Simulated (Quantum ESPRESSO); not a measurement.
# Moving one atom in ZrNb2O6F2

Calculated results; nothing here was measured. They come from pw.x of Quantum ESPRESSO 7.5, a plane-wave density functional program, with PseudoDojo standard norm-conserving files (v0.5 for PBE, v0.4.1 for LDA and PBEsol). The cells are made up: elements, strain and atom displacements were drawn at random, and nothing was relaxed. There is no spin polarisation, spin-orbit coupling or dispersion term.

The cell has 12 sites of a fluorite lattice. Sites 1 to 4 hold empty Zr Nb Nb; sites 5 to 12 hold O O O O F O F O. Cell vectors in Å: (5.118, 0.000, 0.000); (0.000, 5.118, 0.000); (0.000, 0.000, 5.118). Settings: PBE, cutoff 1143 eV, 4 x 4 x 4 k mesh shifted by half a step, Fermi-Dirac smearing of 0.025 eV.

Each run shifts the O atom on site 6 along z and leaves all else fixed. Site 4 is one of its nearest neighbours. E is the free energy of the cell above the lowest run shown. The last column is band 45 less band 44 at Gamma, from a band step after each run.

```
run  shift (Å)  Fz on site 6 (eV/Å)  Fz on site 4 (eV/Å)  P (GPa)  E (meV)  level step at Gamma (eV)
  1    -0.1606                0.040               -3.794   -16.64      0.0                     0.456
  3    -0.0326               -0.743               -4.130   -17.39     47.0                     0.394
  4     0.0749               -1.291               -4.326   -17.67    157.0                     0.395
  5     0.0965               -1.396               -4.355   -17.68    186.0                     0.401
  6     0.1305               -1.559               -4.395   -17.69    236.2                     0.412
  7     0.1650               -1.722               -4.429   -17.66    292.8                     0.426
  2    -0.0853                    ?                    ?        ?        ?                         ?
```

A rerun of one of these cells at 1467 eV and k mesh 6 x 6 x 6 moved values by no more than 0.003 eV in the cell's energy, 0.07 GPa in stress and 0.010 eV/Å in force.

## Worked fit

A parabola through the six runs shown gives Fz on site 6 = -0.911 - 5.39 u + 3.2 u² eV/Å, with u in Å and a scatter of 0.010 eV/Å. Minus the slope, 5.39 ± 0.19 eV/Å², is this atom's force constant along z at u = 0, with its periodic images moving too. The fitted force vanishes at u = -0.155 Å, where the energy should be lowest along this line. The error is the larger of the fit's own and the change that a cubic makes, rounded up.

## Withheld run

Question: what Fz on site 6 should run 2 give?

The fit gives -0.428 eV/Å. The calculation gave -0.443 eV/Å.

| run | shift (Å) | Fz on site 6 (eV/Å) | Fz on site 4 (eV/Å) | P (GPa) | E (meV) | level step at Gamma (eV) |
| --- | --- | --- | --- | --- | --- | --- |
| 2 | -0.0853 | -0.443 | -4.004 | -17.14 | 15.6 | 0.412 |